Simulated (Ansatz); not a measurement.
Consider the following.

W2N:
```
W2N
1.0
    2.79234     0.00000     0.00000
   -1.39617     2.41823     0.00000
    0.00000     0.00000     5.41076
N W
1 2
Direct
  0.00000   0.00000   0.00000
  0.33333   0.66667   0.26922
  0.66667   0.33333   0.73078
```

This is the r²SCAN-relaxed structure.

**Question.** All from the program Ansatz at the r²SCAN level (PAW), unless another level is named. Give the electronic character.

**Answer.** metallic (no gap).

**Question.** Next, the formation energy from the elements (no fitted shifts)?

**Answer.** 0.047 eV/atom.

**Question.** And the density of states at the Fermi level?

**Answer.** 0.60 states/eV per atom (mean over ±0.08 eV).

Space group P-3m1 (anti-CdI2 type). A made-up cell: these elements were put on the sites of a structure type; neither database checked (COD, Materials Project) lists it. Whether it is the stable phase at ambient conditions was not checked. The cell was relaxed with r²SCAN under the symmetry of its start; whether a distortion lowers the energy is not shown. The run is not spin-polarised. With an odd number of electrons in the cell and no spin polarisation, the count alone makes it a metal. The references are the lowest solids computed at this level, not always the standard phases (solids in place of the gases). Spin–orbit coupling is left out wherever it is not named.

Potentials: the later of the program's two PAW sets.
